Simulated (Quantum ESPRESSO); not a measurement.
# MgAlZnS3Cl: convergence and cost over cutoff and k mesh

Computed values, not a measurement. The program is pw.x of Quantum ESPRESSO 7.5 (plane-wave density functional theory). The cell is made up: 7 atoms on a zincblende/diamond lattice with one site empty, with randomly drawn elements, strain and displacements, not relaxed. PseudoDojo standard norm-conserving files (v0.5 for PBE, v0.4.1 for LDA and PBEsol) set the functional; there is no spin polarisation, spin-orbit coupling or dispersion term, and the masses in the input are unused placeholders.

Input of the run in row 4:

```
&control calculation='scf', pseudo_dir='./dojo.nc.sr.pbe.v0_5.standard.upf', outdir='./o', disk_io='low', tprnfor=.true., tstress=.true. /
&system ibrav=0, nat=7, ntyp=5, nbnd=35, ecutwfc=84.00895049, nosym=.true., tot_charge=0,
 occupations='smearing', smearing='fd', degauss=0.0018374661
/
&electrons conv_thr=7.350e-09, electron_maxstep=60, /
ATOMIC_SPECIES
Al 1.0 Al.upf
Cl 1.0 Cl.upf
Mg 1.0 Mg.upf
S 1.0 S.upf
Zn 1.0 Zn.upf
CELL_PARAMETERS angstrom
5.4164 0.0112 -0.0281
0.0112 5.4504 -0.0004
-0.0281 -0.0004 5.5006
ATOMIC_POSITIONS angstrom
Mg -0.0326 -0.0011 0.0231
Al 2.6343 0.0297 2.7821
Zn 2.7122 2.6983 0.0143
S 1.3298 1.3414 1.3586
S 1.2982 4.1138 4.1288
Cl 4.0578 1.4 4.1005
S 4.0594 4.1364 1.3048
K_POINTS automatic
4 4 4 1 1 1
```

The same cell was run at these settings. Meshes are shifted by half a step, and differences are from the last row, which is itself not exact.

| cutoff (eV) | k mesh | k points solved | threshold (eV) | free energy less the last row's (eV) | pressure (GPa) | largest stress difference (GPa) | largest force difference (eV/Å) | iterations | wall time (s) | k-point pools | processor |
| --- | --- | --- | --- | --- | --- | --- | --- | --- | --- | --- | --- |
| 800 | 2 x 2 x 2 | 4 | 1e-04 | 2.010 | -17.22 | 17.00 | 0.035 | 6 | 17 | 4 | Intel Xeon, 2023 or later |
| 1143 | 1 x 1 x 1 | 1 | 1e-07 | 2.979 | 3.93 | 4.63 | 0.364 | 10 | 29 | 4 | Intel Xeon, 2023 or later |
| 582 | 4 x 4 x 4 | 32 | 1e-07 | 39.453 | -170.19 | 169.91 | 0.082 | 10 | 46 | 4 | Intel Xeon, 2023 or later |
| 1143 | 4 x 4 x 4 | 32 | 1e-07 | 0.001 | -0.38 | 0.00 | 0.004 | 9 | 116 | 4 | Intel Xeon, 2023 or later |
| 1437 | 6 x 6 x 6 | 108 | 1e-07 | 0.000 | -0.37 | 0.00 | 0.000 | 9 | 512 | 4 | Intel Xeon, 2023 or later |

Each pool is one process. Wall times include start-up and a band step at six k points, which weighs most on the coarsest meshes. The runs were on shared virtual cores whose load varied, so times are rough.